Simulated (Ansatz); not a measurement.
ZrB (rock salt, Fm-3m) under volume change, the program Ansatz at the PBE level (PAW), scaled uniformly.

```json
[
 {"V (Å³/atom)": "13.415", "E − E(relaxed) (meV/atom)": "69.4", "P (GPa)": "18.12"},
 {"V (Å³/atom)": "13.857", "E − E(relaxed) (meV/atom)": "29.3", "P (GPa)": "11.16"},
 {"V (Å³/atom)": "14.299", "E − E(relaxed) (meV/atom)": "7.0", "P (GPa)": "5.16"},
 {"V (Å³/atom)": "14.742", "E − E(relaxed) (meV/atom)": "0.0", "P (GPa)": "0.00"},
 {"V (Å³/atom)": "15.184", "E − E(relaxed) (meV/atom)": "6.3", "P (GPa)": "-4.45"},
 {"V (Å³/atom)": "15.626", "E − E(relaxed) (meV/atom)": "(withheld)", "P (GPa)": "(withheld)"},
 {"V (Å³/atom)": "16.068", "E − E(relaxed) (meV/atom)": "(withheld)", "P (GPa)": "(withheld)"}
]
```

Q: Some entries are withheld; supply them.

A: 
- 15.626, E − E(relaxed) (meV/atom): 24.0
- 15.626, P (GPa): -8.30
- 16.068, E − E(relaxed) (meV/atom): 51.6
- 16.068, P (GPa): -11.61

Q: What does a third-order Birch–Murnaghan fit give for V₀, B₀ and B′?

A: V₀ = 14.74 Å³/atom, B₀ = 160 GPa, B′ = 3.9.

The workflow started from an entry of the Crystallography Open Database (COD). Its standing as an ambient phase is unchecked. The cell was relaxed with PBE under the symmetry of its start; its stability against distortions is not shown here. No spin polarisation was allowed. The volume moved by 17 % from the start of the relaxation.

Potentials: the later of the program's two PAW sets.
